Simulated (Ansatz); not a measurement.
Pd3S:
```
CELL_PARAMETERS angstrom
      3.68248    -2.67903     0.00000
      3.68248     2.67903     0.00000
      0.00000     0.00000     6.40841
ATOMIC_POSITIONS crystal
  Pd 0.96031 0.65078 0.75000
  Pd 0.03969 0.34922 0.25000
  Pd 0.65078 0.96031 0.25000
  Pd 0.34922 0.03969 0.75000
  Pd 0.50000 0.50000 0.00000
  Pd 0.50000 0.50000 0.50000
  S  0.19140 0.80860 0.25000
  S  0.80860 0.19140 0.75000
```

Relaxed with r²SCAN. Special points in fractions of this cell's reciprocal vectors: Γ (0.000, 0.000, 0.000); Y (0.500, 0.500, 0.000); F0 (0.382, 0.618, 0.000); Δ0 (-0.382, 0.382, 0.000); Z (0.000, 0.000, 0.500); B0 (-0.382, 0.382, 0.500); G0 (0.382, 0.618, 0.500); T (0.500, 0.500, 0.500); S (0.000, 0.500, 0.000); R (0.000, 0.500, 0.500).

List the band energies nearest the Fermi level at these points for plane-wave PAW r²SCAN (Ansatz code).

In eV from the Fermi level; about four levels below and three above (degenerate sets whole), none deeper than 8.9 eV; points with the same levels are listed once.

| k | below | above |
|---|---|---|
| Γ | -0.76 -0.46 -0.42 -0.01 | 0.71 0.84 1.46 |
| Y | -1.17 -1.05 -0.78 -0.54 | 0.31 1.10 1.26 |
| F0 | -1.07 -1.05 -0.80 -0.67 | 1.03 1.12 1.59 |
| Z | -1.26 -1.26 -0.97 -0.97 | 0.50 0.50 0.53 0.53 |
| B0 | -0.20 -0.20 -0.20 -0.20 | 3.36 3.36 4.65 4.65 |
| T | -0.70 -0.70 -0.49 -0.49 | 2.71 2.71 4.69 4.69 |
| S | -0.96 -0.76 -0.51 -0.42 | 0.33 0.92 2.23 |
| R | -0.97 -0.97 -0.33 -0.33 | 0.26 0.26 2.30 2.30 |

Space group Cmcm. The workflow started from a Materials Project entry (that database holds measured and hypothetical structures alike); the Crystallography Open Database copy checked does not list it. Whether it is the stable phase at ambient conditions was not checked. The r²SCAN relaxation kept the symmetry of its start; whether a distortion lowers the energy is not shown. The run is not spin-polarised. Scalar-relativistic: spin–orbit coupling is off unless named, which matters more the heavier the elements.

Potentials: the earlier of the program's two PAW sets.
